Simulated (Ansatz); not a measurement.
Relaxed-ion elastic tensor of Os (hcp (Mg type), P6_3/mmc) in GPa (Voigt order), LDA (plane waves, PAW; program Ansatz); density 23.06 g/cm³, 13.70 Å³ per atom.

```
816  253  248  0.0  0.0  0.0
253  816  248  0.0  0.0  0.0
248  248  914  0.0  0.0  0.0
0.0  0.0  0.0  283  0.0  0.0
0.0  0.0  0.0  0.0  283  0.0
0.0  0.0  0.0  0.0  0.0  282
```

Is the crystal mechanically stable?

Yes: the smallest eigenvalue of C is 282 GPa.

Work out the Voigt, Reuss and Hill averages.

K_V = 449, K_R = 448, K_H = 449; G_V = 289, G_R = 289, G_H = 289 GPa.

Give Young's modulus, Poisson's ratio, Pugh's ratio and the universal anisotropy index.

E = 9KG/(3K + G) = 714 GPa; ν = 0.23; K/G = 1.55 (brittle by the Pugh limit of 1.75); A_U = 5G_V/G_R + K_V/K_R − 6 = 0.02.

Estimate the sound speeds and the Debye temperature.

v_l = √((K + 4G/3)/ρ) = 6010 m/s, v_t = √(G/ρ) = 3540 m/s, mean 3920 m/s; Θ = (h/k)(3n/4πV)^(1/3) v_m = 488 K.

Solve the Christoffel equation for the three sound speeds along x, y, z.

Eigenvalues of C_ijkl n_j n_l equal ρv². In km/s, slowest first: x 3.50, 3.50, 5.95; y 3.50, 3.50, 5.95; z 3.50, 3.50, 6.30.

How much does each axis shrink under pressure?

Linear compressibilities β_i = Σ_j S_ij (j = 1 to 3): x 0.78, y 0.78, z 0.67 per TPa.

The cell was relaxed with LDA under the symmetry of its start; of distortions, only those at the zone centre were tested. No spin polarisation was allowed. As this level gives no gap, shear constants depend on the k-mesh and smearing (Fermi–Dirac, 0.1 eV here). Scalar-relativistic: spin–orbit coupling is off unless named, which matters more the heavier the elements.

Potentials: the earlier of the program's two PAW sets.
